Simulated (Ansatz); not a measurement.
A geometry of MgF₂ away from equilibrium: step 13 of the relaxation of a relaxed MgF2 cell shaken by Gaussian noise of σ = 0.08 Å a coordinate. All values below come from PBE (plane waves to 420 eV, PAW, scalar-relativistic; Ansatz, a first-principles code). Γ-centred k-mesh 4×4×7 on the run's cell (coarser than for final values), Fermi–Dirac smearing 0.05 eV.

```
CELL_PARAMETERS angstrom
      5.36475    -0.00001     0.00000
     -2.68239     4.64602     0.00001
      0.00000     0.00000     3.77600
ATOMIC_POSITIONS crystal
  F  0.33653 0.00162 0.74150
  F  0.00284 0.33526 0.74150
  F  0.66920 0.66794 0.74150
  F  0.66914 0.00159 0.23369
  F  0.00287 0.66791 0.23369
  F  0.33655 0.33532 0.23369
  Mg 0.00286 0.00161 0.48754
  Mg 0.33619 0.66827 0.98753
  Mg 0.66952 0.33494 0.98759
```

Which atoms carry the largest force, and which way does it point?

No atom: all forces are below 0.005 eV/Å; only the cell is out of equilibrium.

What is the pressure?

+4.5 GPa, compression positive.

How much energy per atom can still be gained by relaxing?

0.08 eV/atom; the path ends in P-31m (No. 162) (AFLOW prototype AB2_hP9_162_ad_k (as in V2N)).

No spin polarisation in the result.

The end of the path is a generated cell of MgF2: the first start was made by a random draw of sites in a space group, and the end was not matched to a known phase here, so it may be hypothetical. Known forms of MgF2 include space group No. 136.
